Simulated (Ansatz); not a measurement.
The relaxed structure here is a generated cell of Rh: the first start was made by placing the elements on the sites of a structure type, and the end was not matched to a known phase here, so it may be hypothetical. Known forms of Rh include space group No. 225.

A relaxed cell of Rh (I4/mmm (No. 139)), relaxed on a k-mesh at least as fine as the one used below. Method: PBEsol (plane waves to 420 eV, PAW, scalar-relativistic; Ansatz, a quantum-chemistry and plane-wave program). Γ-centred k-mesh 16×16×16 on the run's cell (coarser than for final values), Fermi–Dirac smearing 0.05 eV.

```
CELL_PARAMETERS angstrom
     -3.23494     3.23494     2.64582
      0.00000     0.00000     2.64582
      1.61747     1.61747    -1.32291
ATOMIC_POSITIONS crystal
  Rh 0.00000 0.50000 0.00000
  Rh 0.50000 0.50000 0.00000
```

The atoms are displaced along an unstable phonon of this cell by (Å):

| atom | ux | uy | uz |
|---|---|---|---|
| Rh1 | -0.106 | -0.106 | 0.000 |
| Rh2 | 0.106 | 0.106 | 0.000 |

Task: What forces (eV/Å) and pressure result?

Result: 
```
atom     Fx     Fy    Fz
----  -----  -----  ----
Rh1   -0.43  -0.43  0.00
Rh2    0.43   0.43  0.00
```

Pressure -1.3 GPa.

Task: Estimate the energy cost of the displacement in the harmonic approximation and compare with the calculation.

Result: For a harmonic well ΔE = −½ Σ F·u = -0.092 eV a cell, or -46 meV/atom. The calculated energy relative to the undisplaced cell is -0.05 eV/atom, so the harmonic estimate holds well.

The undisplaced cell is probably no minimum: from this displacement the run went on to P6₃/mmc (No. 194), 0.20 eV/atom below it.

No spin polarisation in the result.
